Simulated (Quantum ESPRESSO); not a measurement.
Solid-state NMR card for HfO2

```
HfO2
1.0
    5.21946     0.00000     0.00000
    0.00000     5.00476     0.00000
    0.00000     0.00000     5.03269
Hf O
4 8
Direct
  0.03301   0.26748   0.24144
  0.96699   0.73252   0.74144
  0.46699   0.26748   0.74144
  0.53301   0.73252   0.24144
  0.36787   0.07135   0.37927
  0.63213   0.92865   0.87927
  0.13213   0.07135   0.87927
  0.86787   0.92865   0.37927
  0.73395   0.46012   0.49229
  0.26605   0.53988   0.99229
  0.76605   0.46012   0.99229
  0.23395   0.53988   0.49229
```
The cell comes from the Materials Project (a computed structure). It is HfO2 in Pca2₁. Stability against distortions was not tested. The run has no spin polarisation.

σ is an absolute shielding without the bulk-susceptibility term: within one crystal shift differences are minus those of σ, between compounds the missing term differs by several ppm. By our sweeps, such settings leave a few ppm in absolute σ on light atoms and up to some 20 ppm from Zn on. No spin–orbit coupling; Hf is the heaviest element present.

Shieldings of H and of elements past Ba are not listed.

**Question.** What do the calculations give at each independent site (shieldings by PBE GIPAW (a modified build of Quantum ESPRESSO, JTH PAW datasets), 22.5 Ha, k-mesh 4×4×4 shifted, f-sum rule met within 0.004 %)?

**Answer.** 
| site | site symmetry | σ_iso (ppm) |
|---|---|---|
| Hf (atoms 1, 2, 3, 4) | 1 | – |
| O1 (atoms 5, 6, 7, 8) | 1 | -109 |
| O2 (atoms 9, 10, 11, 12) | 1 | -57 |
